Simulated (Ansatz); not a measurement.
# Ge: excitons and shallow donors from band masses and screening

Method: Ansatz, DFT r2SCAN, scalar-relativistic, plane waves, PAW.

Cutoff 500 eV; k points 12×12×12 on the computed 2-atom cell (Γ-centred); Gaussian smearing, width 0.02 eV; no spin polarisation.

Relaxed cell: Fd-3m, a = 5.675 Å, b = 5.675 Å, c = 5.675 Å, α = 90.00°, β = 90.00°, γ = 90.00°, 2 atoms in the primitive cell.

The calculation gives a Kohn–Sham gap of 0.35 eV, an electron mass of 0.0198 mₑ and a hole mass of 0.05 mₑ (harmonic means over x, y, z and over the bands degenerate at each edge), and ε∞ = 17.51 (independent particles, mean of the diagonal).

**Question.** Estimate the binding energy and radius of a Wannier–Mott exciton and of a shallow donor, and say whether the hydrogenic model can hold.

**Answer.** The reduced mass is μ = mₙmₕ/(mₙ + mₕ) = 0.0142 mₑ, with mₙ and mₕ the band masses. With E_b = 13.606 eV × μ/ε² and a = 0.529 Å × ε/μ (μ in mₑ) the exciton has E_b = 0.6 meV and a = 653 Å. For a donor μ is the electron mass: 0.9 meV and 468 Å. The exciton's radius is 163 times the shortest lattice vector (4.01 Å), so the continuum picture is reasonable. In a polar crystal the ions screen too, so a state bound more weakly than an optical phonon feels the larger static constant, which lowers the energy and widens the orbit. The other way, the small Kohn–Sham gap and the missing local fields make ε∞ too large and the masses tend to be too light, which underbinds.